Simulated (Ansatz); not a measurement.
Input:

Relaxed WSi₂ (MoSi2 type, space group I4/mmm):

```
WSi2
1.0
   -1.61458     1.61458     3.93362
    1.61458    -1.61458     3.93362
    1.61458     1.61458    -3.93362
W Si
1 2
Cartesian
  0.00000   0.00000   0.00000
  0.00000   0.00000   2.63222
  0.00000   0.00000   5.23502
```

Scan: atom 1 (W, nearest neighbour Si at 2.628 Å; its periodic images, 3.2 Å or more away, move with it) is displaced along Cartesian [110], direction (0.707, 0.707, 0.000) in Cartesian axes, by s. The other atoms stay.

All values below come from PBE (plane waves to 420 eV, PAW, scalar-relativistic; Ansatz, an electronic-structure program). k mesh 16×16×16 (Γ-centred), Fermi-Dirac smearing 0.05 eV. Energies are smeared free energies. Left out: 2 of 11 points, with atoms too close for the PAW data. With partly filled bands, energies and forces of such displacements shift with the k mesh and the smearing. Spin-orbit coupling is left out, though W is heavy. WSi2 is run without spin polarisation. WSi2 was relaxed with its symmetry unable to fall. ΔE is measured from the undisplaced structure.

The scan covers s from -0.632 to 0.632 Å in 9 points.

Problem. Is this a single well or a double well?

Solution. A single well with its minimum at or next to zero displacement.

Problem. Is the energy the same for equal positive and negative displacements?

Solution. Even: the same for both signs. With its periodic images moving along, the atom's site symmetry in this cell is 4/mmm.

Problem. What force acts on the atom along the line at s = -0.632 Å?

Solution. 12.7 eV/Å.

Problem. What is the energy change at s = 0.632 Å?

Solution. 3069 meV/cell.

Problem. What is the force constant k = d²E/ds² of this move at s = 0?

Solution. 10.1 eV/Å².

(For displaced atoms, the force is minus the slope of the energy, and its curvature is a force constant, which sets phonon frequencies.)
